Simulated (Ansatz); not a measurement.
# Is this Cd₃HgO₄ structure a true minimum?

It was reached by relaxing an invented guess, and it needn't be the stable form of this composition.

Computed with DFT PBE, scalar-relativistic, plane waves, PAW in Ansatz 0.2.0. Plane waves to 420 eV, a k mesh through Γ of 12×12×12 on the computed 8-atom cell and Gaussian smearing (0.10 eV); no spin polarisation.

The cell below (8 atoms, space group I4/mmm (No. 139)) is relaxed within its symmetry.

```
Cd Hg O
1.0
    -2.38730    2.38730    4.88055
     2.38730   -2.38730    4.88055
     2.38730    2.38730   -4.88055
Cd Hg O
3 1 4
Cartesian
  2.3873 0.0000 2.4403
  0.0000 2.3873 2.4403
  0.0000 0.0000 4.8805
  0.0000 0.0000 0.0000
  2.3873 0.0000 0.0000
  0.0000 0.0000 7.2223
  0.0000 2.3873 0.0000
  0.0000 0.0000 2.5388
```

For the test it was strained at random (σ = 1.5 % a component), the atoms were moved at random (σ = 0.10 Å), and all was relaxed again on a coarse 6×6×6 mesh (in the run’s order of axes) with 0.20 eV smearing, with no symmetry imposed.

Spin–orbit coupling, which can matter for Hg, is left out.

Task: Is the structure stable against such a distortion?

Result: It returns, within 1 meV/atom of the unmoved cell on that mesh and with the same symmetry when read at 0.1 Å. So it is stable against the distortions that fit this cell and that this random move excites. Modes that don't fit the cell aren't tested.
